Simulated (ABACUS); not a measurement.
A self-consistent single point of MgZn3S4 (Pm, 8 atoms in the cell; from Materials Project mp-1221971, changed as shown).

```
MgZn3S4
1.0
    6.35962     0.00000     0.00000
    0.00000     3.84455     0.00000
   -0.00531     0.00000     6.74342
Mg Zn S
1 3 4
Direct
  0.50040   0.00000   0.66650
  0.49960   0.50000   0.16670
  0.99930   0.50000   0.83650
  0.99870   0.00000   0.32980
  0.11300   0.00000   0.66540
  0.12710   0.50000   0.16740
  0.63030   0.50000   0.84350
  0.62770   0.00000   0.32410
```

Method: LDA (PW92), PseudoDojo 0.4 standard norm-conserving LDA (tails mended) pseudopotentials (plane waves; ABACUS 3.10.1).

ABACUS settings:

```
setting                                                               value
---------------  ----------------------------------------------------------
KPT                                                       Gamma 2 3 2 0 0 0
basis_type                                                               pw
dft_functional                                                        PWLDA
ecutwfc                                                               84 Ry
smearing_method                                                       fixed
potentials       PseudoDojo 0.4 standard norm-conserving LDA (tails mended)
symmetry                                                                  1
symmetry_prec                                                         1e-05
ks_solver                                                               dav
scf_nmax                                                                100
scf_thr                                                          1.0e-09 Ry
mixing_type                                                         broyden
mixing_beta                                                             0.7
```

### Question
Estimate, at this level of theory: pressure and largest force (vector length).

### Answer
The run gave:

```
Item                                Value
-----------------------------  ----------
Pressure                        -4.14 GPa
Largest force (vector length)  0.235 eV/Å
```

For comparison: a first run was changed to give this one (lattice vector b scaled by 0.99), and from it to this one the free energy goes down by 4.5 meV/atom, the pressure goes from -4.74 to -4.14 GPa and the largest force goes from 0.166 to 0.235 eV/Å.

The structure comes from a collection of computed structures, made at another level of theory; the collection holds predicted forms beside known ones. Its lattice was then scaled.

Cost on one core: very roughly 2.3 core-minutes.

“Tails mended”: in these copies of the files the far tail of each local potential was reset to the Coulomb form.
